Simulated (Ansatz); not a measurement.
**Electric field gradients in Ru under strain**

The cell is a COD entry, relaxed with PBE at fixed cell and then changed (z compressed by 1 %, ions relaxed).

```
Ru
1.0
     2.70580    0.00000    0.00000
    -1.35290    2.34329    0.00000
     0.00000    0.00000    4.23908
Ru
2
Cartesian
  0.0000 1.5622 1.0598
  1.3529 0.7811 3.1793
```

Sites (sets of like atoms) are named by element and the number of their first atom in this list.

Level of theory: DFT, PBE, plane waves and PAW, scalar-relativistic, 420 eV cutoff, Γ-centred 20×20×11 k-points, Fermi–Dirac smearing 0.05 eV (Ansatz 0.2.0).

C_Q = eQV_zz/h, which is 24.18 MHz for Q = 1 b and V_zz = 10²¹ V/m²; η = (V_xx − V_yy)/V_zz.

Ru-99: I = 5/2, Q = 79.00 mb. Nuclear quadrupole moments: year-2017 set (Pyykkö).

| site | atoms (order as listed) | first shell | V_xx, V_yy, V_zz (10²¹ V/m²) | η | C_Q (MHz) |
| --- | --- | --- | --- | --- | --- |
| Ru | 1, 2 | 12 Ru at 2.63–2.71 Å | 0.76, 0.76, -1.52 | 0.00 | -2.90 |

An axis of threefold or higher order runs through Ru, so V_zz lies along it and η is zero.

The run finds no gap above 0.1 eV (a metal, or nearly one), so the gradients can move by 10 % or more with the k-mesh. Without spin–orbit coupling (the program notes it for Ru) the gradients can shift somewhat, as the gap is small. With these PAW files V_zz is typically within 2 to 3 % of all-electron values, but misses above 10 % occur on Ru. At this changed cell the PBE pressure is 8 GPa.

The relaxation (1 step) took 4.6 s of wall time (4.6 s of CPU time) and 0.52 GiB at its peak, on 1 thread of Intel Xeon 6975P-C (Granite Rapids) (x86_64; 16 cores open to the job, memory cap 3.0 GiB, no GPU), a shared host with a load of 0.1 a core.
